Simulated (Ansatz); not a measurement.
# Rocksalt alloy of LiCl and LiBr (4 of 32 Cl sites exchanged), 64 atoms

Ansatz, PAW, plane waves. PBEsol relaxation of volume and atoms (shape held) at the single k point (¼, ¼, ¼) without its symmetry partners; single points on the relaxed atoms at the Γ point alone, onto which points of the small cell's zone fold. Arrangement: quasirandom. No spin–orbit coupling unless named.

Relaxed structure:

```
CELL_PARAMETERS angstrom
10.22432 0.00000 0.00000
0.00000 10.22432 0.00000
0.00000 0.00000 10.22432
ATOMIC_POSITIONS crystal
Cl 0.24810 0.00149 0.00296
Cl 0.24685 0.00020 0.49727
Cl 0.24905 0.49893 0.00160
Cl 0.24802 0.50021 0.49855
Cl 0.75256 0.99892 0.49866
Cl 0.75010 0.50017 0.00056
Cl 0.75109 0.50134 0.49970
Cl 0.00068 0.25164 0.00075
Cl 0.99952 0.25049 0.49970
Cl 0.99954 0.74849 0.00172
Cl 0.99859 0.74961 0.49850
Cl 0.49823 0.25322 0.00157
Cl 0.49957 0.74730 0.00288
Cl 0.50096 0.74878 0.49724
Cl 0.00081 0.00008 0.25152
Cl 0.99952 0.00153 0.74866
Cl 0.99952 0.50013 0.25027
Cl 0.99839 0.49887 0.75011
Cl 0.49807 0.99867 0.25000
Cl 0.49945 0.50126 0.24892
Cl 0.50109 0.50037 0.75168
Cl 0.24818 0.25060 0.24895
Cl 0.24661 0.25174 0.75143
Cl 0.24910 0.74964 0.25003
Cl 0.75116 0.25172 0.25012
Cl 0.75261 0.25317 0.75007
Cl 0.74977 0.74855 0.25122
Cl 0.75117 0.74732 0.74875
Br 0.75063 0.00023 0.00110
Br 0.49953 0.25131 0.49920
Br 0.49962 0.00044 0.75006
Br 0.24865 0.74932 0.75015
Li 0.00642 0.99944 0.00218
Li 0.00115 0.99828 0.49855
Li 0.00085 0.50011 0.00069
Li 0.99975 0.50130 0.49974
Li 0.49177 0.99794 0.00743
Li 0.49800 0.99258 0.49244
Li 0.49798 0.50139 0.00199
Li 0.49938 0.50704 0.49791
Li 0.24762 0.25195 0.00217
Li 0.24199 0.25078 0.49813
Li 0.24880 0.74782 0.00750
Li 0.24822 0.74978 0.49275
Li 0.75124 0.25762 0.00065
Li 0.75699 0.25220 0.49952
Li 0.74984 0.74282 0.00183
Li 0.75191 0.74849 0.49813
Li 0.24779 0.00187 0.25152
Li 0.24202 0.00817 0.74834
Li 0.24857 0.49887 0.25037
Li 0.24789 0.49351 0.74966
Li 0.75150 0.00037 0.25690
Li 0.75701 0.00230 0.74234
Li 0.74996 0.49984 0.25145
Li 0.75131 0.49898 0.74822
Li 0.99947 0.25042 0.24895
Li 0.99842 0.25161 0.75221
Li 0.99793 0.74945 0.24982
Li 0.99302 0.74769 0.74999
Li 0.50001 0.25189 0.24340
Li 0.50178 0.25791 0.75778
Li 0.50093 0.74813 0.24875
Li 0.50755 0.74301 0.75183
```

What are the mean bond lengths by pair (pairs within 1.2 times the sum of covalent radii, less contacts 15 % beyond the pair's median; cation–cation pairs of compounds aside; long ionic contacts are cut short by that bound)?

Br–Li 2.632 ± 0.011 Å (standard deviation, 24 bonds); Cl–Li 2.546 ± 0.033 Å (standard deviation, 168 bonds).

What gap lies between the top filled and the lowest empty level in the single points?

HSE06 7.38 eV (2.2 min on 7 threads of Neoverse-V2).
